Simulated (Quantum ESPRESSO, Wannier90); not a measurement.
## Wannierisation of YSi₂ (P6/mmm)

```yaml
crystal:
  lattice:
    - [4.07549, 0.00000, 0.00000]
    - [-2.03775, 3.52948, 0.00000]
    - [0.00000, 0.00000, 3.99013]
  atoms:
    - { symbol: Y, position: [0.00000, 0.00000, 0.00000] }
    - { symbol: Si, position: [0.33333, 0.66667, 0.50000] }
    - { symbol: Si, position: [0.66667, 0.33333, 0.50000] }
```

Materials Project entry mp-2568; symmetrised, unrelaxed at this level. COD (Crystallography Open Database) has an entry of this formula and space group (matched by these alone). Method: PBEsol plane waves in Quantum ESPRESSO 7.5 (PseudoDojo norm-conserving files, 58 Ry, no spin polarisation, no spin-orbit coupling), Bloch states on a 12×12×8 mesh through Γ, Wannier90 4.0.1. Density: 12×12×8 mesh, cold smearing 0.01 Ry.

Base run: 17 functions from bands 5-31 of the 31 computed, start hydrogen-like Y: s;p;d; Si: s;p, centres 0.05 Å off the atoms, frozen window up to 1.50 eV relative to the Fermi level, outer window open. Rows change the key named; with other orbitals the number of functions and the frozen window follow, as listed; window edges are relative to the Fermi level. The misfit compares interpolated bands with pw.x on a high-symmetry path, for states up to 1.0 eV relative to the Fermi level. Converged means that the tolerances were met: symmetric starts can stop on a saddle, which shows as a larger Ω_OD at equal Ω_I and can move the misfit too.

```
setting                               functions  frozen to (eV)  Ω_I (Å²)  Ω_D (Å²)  Ω_OD (Å²)  rms misfit (meV)  worst (meV)      ended
------------------------------------  ---------  --------------  --------  --------  ---------  ----------------  -----------  ---------
base                                         17            1.50     26.62      0.02       7.18               3.2           45  converged
only the lowest 19 of the kept bands         17            1.50     45.00      0.64      16.56               2.7           21  converged
only the lowest 24 of the kept bands         17            1.50     29.21      0.02       8.41               3.2           46  converged
dis_mix_ratio = 0.2                          17            1.50     26.62      0.03       7.18               3.2           45  converged
```

Runs of this sweep that didn't settle are not listed.
